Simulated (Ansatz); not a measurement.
Input and output for Se (sc type): DFT, LDA, all-electron PAW with datasets made for the crystal, scalar-relativistic (Ansatz 0.2.0). This run: the series' base cell.

The cell comes from a relaxation on PAW files under the same functional, begun from a prototype that needn't be the stable phase.

Command: `ansatz run input.yaml --threads 1 --pin off --max-ram 2048MiB --backend cpu --events-out ev --progress --plain --runs-dir out` It took 2.7 s on 1 thread of Arm Neoverse V1 (shared host), peak memory 0.29 GiB.

```yaml
crystal:
  lattice:
    - [2.769225275, 0.0, 0.0]
    - [0.0, 2.769225275, 0.0]
    - [0.0, 0.0, 2.769225275]
  atoms:
    - { symbol: Se, position: [0.0, 0.0, 0.0] }
kpoints:
  mp_grid: { grid: [13, 13, 13] }
scf:
  occupations: { method: fermi_dirac, width: 0.08 }
hamiltonian:
  xc: lda
  pseudopotentials: { kind: all_electron, datasets: crystal }
output:
  forces: true
  stress: true
  eigenvalues: true
```

Output:

```
hamiltonian.pseudopotentials.datasets: crystal makes datasets for this crystal and solves the spheres of its atoms anew in each pass: cutoff 180.0 eV, the density's 720.0 eV; for an error of 0.50 meV an atom under PBE, 0.5 meV for the cell; an energy difference from a run of another recipe may be off by several times the error for the cell, under r2SCAN by more, where some 0.1 meV an atom stays at smaller errors; Se in spheres of 1.376 Å, 6 of its electrons in bands, 10 on its site; only band paths and densities of states list, in semicore columns, the levels of the semicore shells that are solved separately: 3d of Se
Engine: ansatz 0.2.0
Pseudopotentials: kind: all_electron
Pseudopotential: Se, paw, valence charge 16, recommended cutoff 180 eV (normal), crystal/all_electron/lda/scalar/gaussian/Se, Koelling and Harmon's equation, gaussian nucleus
Functional definition: SPW92
  exchange = slater_x
  correlation = pw_c
Crystal: 1 atoms, lattice volume = 21.236 Å³
Basis set: ecut = 180 eV, 123 PW (Γ)
Bands: 7, of which v1, the nominal top of the filled ones, is band 3 counted from 1 (2 counted from 0)
Symmetry: 48 space group operations
Space group: Pm-3m (ITA 221), of the structure as read, at distance tolerance 2.8e-5 Å
k-points: 84 of 2197
Non-local potential: Se, projectors of the file, l = 0: 1, l = 1: 1
PAW form: soft (Blöchl's): semilocal exchange-correlation on the pseudo side does not see the compensation charge
PAW one-centre angular grid: Se, 110 points (default); XC on its mesh's 1903 points in the sphere
Initial density: superposition of atomic densities (neutral atoms: chi_scale 0, normalization atom)
Initial wavefunctions: pseudopotential atomic-orbital guess
Functional: x = slater, c = lda
iter 1 solved again at ethr=3.53e-4 eV; its pass at ethr=1.00e-1 eV (dr2=2.12e-2 eV) is discarded
SCF iter   1: F=—  HF=-66039.888570 eV  |F-HF|=—  |Δ(HF+E_count)|=         —  Δρ=1.40e-2  dr2=2.31e-2  ethr=3.53e-4  ⟨swp⟩=3.7  Hψ=4215  notcnv=0
preconditioner: auto → none  [metal: Δε(μ)=0.119 eV  Ē_g=14.964 eV  σ=0.080 eV  W_gap=0.35  n_scr=0 (ndim 8)  ℏωp=19.7 eV  f_vac=0.000  D(μ)=0.43/eV (n_scr^D=0)]
SCF iter   2: F=—  HF=-66039.888045 eV  |F-HF|=—  |Δ(HF+E_count)|=   5.24e-4  Δρ=6.96e-3  dr2=5.22e-3  ethr=3.53e-4  ⟨swp⟩=2.0  Hψ=853  notcnv=0
iter 3 solved again at ethr=3.47e-7 eV; its pass at ethr=8.70e-5 eV (dr2=2.08e-5 eV) is discarded
SCF iter   3: F=—  HF=-66039.889712 eV  |F-HF|=—  |Δ(HF+E_count)|=   1.67e-3  Δρ=3.86e-4  dr2=1.93e-5  ethr=3.47e-7  ⟨swp⟩=2.4  Hψ=2423  notcnv=0
SCF iter   4: F=—  HF=-66039.889892 eV  |F-HF|=—  |Δ(HF+E_count)|=   1.80e-4  Δρ=1.33e-4  dr2=2.06e-6  ethr=3.21e-7  ⟨swp⟩=3.0  Hψ=1083  notcnv=0
SCF iter   5: F=—  HF=-66039.889954 eV  |F-HF|=—  |Δ(HF+E_count)|=   6.28e-5  Δρ=2.35e-5  dr2=1.41e-7  ethr=3.43e-8  ⟨swp⟩=3.0  Hψ=1117  notcnv=0
SCF iter   6: F=-66039.889955 eV  HF=-66039.889955 eV  |F-HF|=2.04e-10  |Δ(HF+E_count)|=   6.49e-8  Δρ=3.40e-6  dr2=7.03e-10  ethr=2.34e-9  ⟨swp⟩=3.0  Hψ=1112  notcnv=0
SCF 1 converged in 6 iterations: F = -66039.889954 eV  dr2 = 7.03e-10
  Residual-converged pass: ⟨swp⟩=2.2  Hψ=853  notcnv=0  max |occ|·‖R‖ = 3.6e-6 eV (tolerance 3.7e-6 eV)  dr2=7.23e-10  dr2_onsite=5.01e-9  max |Δocc| = 6.8e-8
  greatest PAW one-centre occupation: 0.888 electrons in one spin orbital (limit 2), on the Se atom at site 0 (counted from 0), in its partial waves of l = 0
SCF converged after 6 iterations
Free energy (F): -66039.889954 eV
Harris-Foulkes:  -66039.889954 eV  (|F-HF|=2.04e-10)
Internal energy: -66039.880683 eV  (E = F + TS)
E sigma→0 (E₀):  -66039.885319 eV
Entropy (-TS):   -0.009272 eV (-9.272 meV/atom)
Past the cutoff: the bands carry plane waves up to 1.75 times it, of which those up to 1.5 times it add -0.000145 eV an atom, each by itself; the spheres take 0.000179 eV an atom off the energy for waves past 1.75 times it
By the cutoff:   a pressure is off by up to 0.006 GPa (1.2 times the spheres' own share and the shells' term, over an atom's volume, and 0.004 GPa: a bound that held against runs at twice the plane waves)
Past the cutoffs: a stress includes 0.0025 GPa for waves and charges beyond them, in addition to the slope of what the spheres take
In the spheres:  the bands' charges fall short by 2.0e-7 e at most (sound up to 1e-3), those of shells solved beside the bands by 1.3e-8 e (sound up to 5e-4)
Fermi energy:    11.283360 eV
--- Per-component energies (eV) ---
  E_band       = 26.069785
  E_kinetic    = 88.614390
  E_local      = -1311.338173  (includes V_loc(G=0)·N_el)
  E_nonlocal   = -2.086560
  E_hartree    = 674.941029
  E_xc         = -67.969297
  E_vxc        = -85.847944  (∫ρ·V_xc dr)
  E_paw        = -69511.538470  (= ΣΔE_a)
  E_vpaw       = -5991.113565  (= ΣTr[D̂ρ^β])
  E_ewald      = -1888.462455
  E_smearing   = -0.009272  (= −TS)
  E_closure    = 5977.958854  (closes the sum)
  Σ components = -66039.889954   (vs F -66039.889954, Δ=0.00e0)
  The terms above E_closure are by the made datasets' own strengths, without shells solved beside the bands.
--- Forces (eV/Å), atoms counted from 1 ---
  atom   1  Se    -0.00000000    -0.00000000     0.00000000
  max |Σ_I F_I| component: 7.40e-32 eV/Å
--- Stress (GPa, compression-positive) ---
       -0.048887      -0.000000       0.000000
        0.000000      -0.048887       0.000000
        0.000000       0.000000      -0.048887
  P = ⅓ Tr σ = -0.0489 GPa (-0.489 kbar)
  It holds what live shells' own plane waves past their cutoff add
--- Band table (eV; the first three rows and the last of 84) ---
  k-point 0: bands = ["-5.3747", "12.7225", "12.7225", "12.7225", "19.0130"]
  k-point 1: bands = ["-5.2841", "11.7383", "12.7946", "12.7946", "19.1038"]
  k-point 2: bands = ["-5.0179", "9.8199", "13.0027", "13.0027", "19.3712"]
  k-point 83: bands = ["1.3611", "7.7273", "7.7273", "7.7755", "16.8269"]
```

Next run (volume at 0.45 of the series' base cell), as changes to the input before:

```diff
   lattice:
-    - [2.769225275, 0.0, 0.0]
-    - [0.0, 2.769225275, 0.0]
-    - [0.0, 0.0, 2.769225275]
+    - [2.1220834487, 0.0, 0.0]
+    - [0.0, 2.1220834487, 0.0]
+    - [0.0, 0.0, 2.1220834487]
   atoms:
```

Command: `ansatz run input.yaml --threads 1 --pin off --max-ram 2048MiB --backend cpu --events-out ev --progress --plain --runs-dir out` It took 4.8 s on 1 thread of Arm Neoverse V1, with other jobs on the host, peak memory 0.3 GiB.

Results part of the output:

```
SCF 1 converged in 7 iterations: F = -66033.746009 eV  dr2 = 7.46e-11
  Residual-converged pass: ⟨swp⟩=3.0  Hψ=1061  notcnv=0  max |occ|·‖R‖ = 3.7e-6 eV (tolerance 3.7e-6 eV)  dr2=7.86e-11  dr2_onsite=1.10e-9  max |Δocc| = 2.1e-10
  greatest PAW one-centre occupation: 0.699 electrons in one spin orbital (limit 2), on the Se atom at site 0 (counted from 0), in its partial waves of l = 0
SCF converged after 7 iterations
Free energy (F): -66033.746009 eV
Harris-Foulkes:  -66033.746009 eV  (|F-HF|=2.33e-10)
Internal energy: -66033.739753 eV  (E = F + TS)
E sigma→0 (E₀):  -66033.742881 eV
Entropy (-TS):   -0.006256 eV (-6.256 meV/atom)
Past the cutoff: the bands carry plane waves up to 1.75 times it, of which those up to 1.5 times it add -0.000070 eV an atom, each by itself; the spheres take 0.000077 eV an atom off the energy for waves past 1.75 times it
By the cutoff:   a pressure is off by up to 0.008 GPa (1.2 times the spheres' own share and the shells' term, over an atom's volume, and 0.004 GPa: a bound that held against runs at twice the plane waves)
Past the cutoffs: a stress includes 0.0064 GPa for waves and charges beyond them, in addition to the slope of what the spheres take
In the spheres:  the bands' charges fall short by 1.7e-7 e at most (sound up to 1e-3), those of shells solved beside the bands by 7.7e-8 e (sound up to 5e-4)
Fermi energy:    32.551350 eV
--- Per-component energies (eV) ---
  E_band       = 123.470914
  E_kinetic    = 121.782156
  E_local      = -4055.932305  (includes V_loc(G=0)·N_el)
  E_nonlocal   = 14.547828
  E_hartree    = 2054.012682
  E_xc         = -104.408854
  E_vxc        = -119.937544  (∫ρ·V_xc dr)
  E_paw        = -70854.595768  (= ΣΔE_a)
  E_vpaw       = -12280.679185  (= ΣTr[D̂ρ^β])
  E_ewald      = -5544.810417
  E_smearing   = -0.006256  (= −TS)
  E_closure    = 12335.664926  (closes the sum)
  Σ components = -66033.746009   (vs F -66033.746009, Δ=0.00e0)
  The terms above E_closure are by the made datasets' own strengths, without shells solved beside the bands.
--- Forces (eV/Å), atoms counted from 1 ---
  atom   1  Se    -0.00000000     0.00000000     0.00000000
  max |Σ_I F_I| component: 8.22e-32 eV/Å
--- Stress (GPa, compression-positive) ---
      317.885817      -0.000000       0.000000
        0.000000     317.885817       0.000000
        0.000000       0.000000     317.885817
  P = ⅓ Tr σ = 317.8858 GPa (3178.858 kbar)
  It holds what live shells' own plane waves past their cutoff add
--- Band table (eV; the first three rows and the last of 84) ---
  k-point 0: bands = ["4.4204", "35.7408", "35.7408", "35.7408", "38.8965", "38.8965"]
  k-point 1: bands = ["4.6152", "32.7045", "35.9359", "35.9359", "39.0562", "41.5023"]
  k-point 2: bands = ["5.1996", "28.5898", "36.5125", "36.5125", "39.5324", "43.9240"]
  k-point 83: bands = ["23.6434", "24.9800", "24.9800", "30.0453", "34.2240", "34.5015"]
```

The structure type is held throughout; the real material can change phase at far lower pressure.
